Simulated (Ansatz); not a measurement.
HfO$_{2}$ (rutile, space group No. 136), LDA (plane waves, PAW; program Ansatz). The conduction-band minimum lies at Γ, with 1 equivalent valley. Second derivatives d²E/dk² of the lowest band at one valley (eV·Å²), along Cartesian directions:

| direction | d²E/dk² |
|---|---|
| [100] | 9.922 |
| [010] | 9.922 |
| [001] | 13.04 |
| [110] | 9.899 |
| [101] | 11.48 |
| [011] | 11.48 |

Question: Find the principal effective masses, the density-of-states mass and the conductivity mass.

Answer: Off-diagonal terms follow from H_xy = H[110] − (H_xx + H_yy)/2, and m*/mₑ = 7.620 eV·Å² over each eigenvalue: 0.58, 0.77, 0.77. One valley's DOS mass (m₁m₂m₃)^(1/3) = 0.70, conductivity mass 3/(Σ 1/mᵢ) = 0.70 mₑ.

Question: What effective density of states Nc follows at 300 K for parabolic valleys?

Answer: Nc = 2.509e19 × 1 × (0.70)^(3/2) ≈ 1.5e19 cm⁻³.

Question: With the computed static dielectric constant 27.5 (mean of the diagonal), estimate a hydrogenic donor's binding energy and radius.

Answer: E = 13.606 eV × 0.70/27.5² ≈ 13 meV; a = 0.529 Å × ε/m* ≈ 21 Å. Semilocal masses tend to be too small where the gap is.

Space group P4_2/mnm (rutile). The workflow started from a Materials Project entry (that database holds measured and hypothetical structures alike); the Crystallography Open Database copy checked does not list it. It is not the phase usual at ambient conditions (space group No. 14, 29). The LDA relaxation kept the symmetry of its start; of distortions, only those at the zone centre were tested. The run is not spin-polarised. Spin–orbit coupling is left out wherever it is not named.

Potentials: the earlier of the program's two PAW sets.
